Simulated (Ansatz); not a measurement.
## ZrFe2: do energies and stresses tell the same story?

Method: DFT r2SCAN, scalar-relativistic, plane waves, PAW (Ansatz 0.2.0).

Settings: cutoff 500 eV, Γ-centred mesh 10×10×10 on the computed 6-atom cell, Gaussian smearing of 0.10 eV; collinear spin from starting moments -0.8 -0.8 2.76 2.76 2.76 2.76 μB.

Relaxed cell: Fd-3m, a = 7.098 Å, b = 7.098 Å, c = 7.098 Å, α = 90.00°, β = 90.00°, γ = 90.00°, 6 atoms in the primitive cell. Whether it is the stable form of this composition wasn't checked.

Energies at zero smearing and pressures from the stress tensor, at volumes with shape and atoms relaxed:
```
V (Å³/atom) E − E(first) (meV/atom) P (GPa)
     14.004                     0.00     9.77
     14.450                   -19.63     4.48
     14.897                   -25.44     0.00
     15.344                   -19.92    -3.70
     15.791                    -5.22    -6.84
```

**Question.** Check P = −dE/dV between neighbouring volumes, and get the bulk modulus from the pressures alone.

**Answer.** With 1 eV/Å³ = 160.2 GPa:
```
middle V (Å³/atom)  −ΔE/ΔV (GPa) mean P (GPa)
            14.227         7.036         7.123
            14.674         2.084         2.238
            15.121        -1.979        -1.850
            15.568        -5.270        -5.271
```

The two differ by 0.15 GPa at most. The mean of two end pressures misses the average over a step by about ΔV² P″/12, up to 0.07 GPa here; with that taken off 0.09 GPa remains. The stress is the derivative of the free energy, not of the energy at zero smearing, and with free energies 0.00 GPa remains. The largest site moment goes from 2.35 to 2.66 μB along the series, which bends P(V). Around V = 14.897 Å³/atom, the two neighbours give B = −V ΔP/ΔV = 14.897 × 8.18 / 0.894 = 136.3 GPa, against B0 = 135.1 GPa from the Birch–Murnaghan fit of the energies.

The state reached may not be the lowest one.

Only this magnetic start was tried.

Cost: 6 runs of about 37 core-minutes in all, on Intel Xeon Processor @ 2.50GHz (Skylake/Cascade Lake) (shared hosts).